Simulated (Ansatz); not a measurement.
Task: Name crystals whose computed values (r²SCAN in the plane-wave PAW code Ansatz) fall in these windows: Θ_D (K) 480 to 590; B₀ by P(V) fit (GPa) 52 to 72.

Result: 

```
crystal                            Θ_D (K)  B₀ by P(V) fit (GPa)
---------------------------------  -------  --------------------
LiF, P6_3/mmc (Li on 2d, F on 2c)      543                  63.5
LiF, zinc blende                       489                  58.6
```
Others may fit too.

Typed or built starts, not in the databases checked: LiF, P6_3/mmc (Li on 2d, F on 2c); LiF, zinc blende. Not the usual ambient phase: LiF, P6_3/mmc (Li on 2d, F on 2c); LiF, zinc blende. All cells were relaxed under the symmetry of their starts (and spin orders); stability against distortions was not tested throughout.

Potentials: the earlier of the program's two PAW sets.
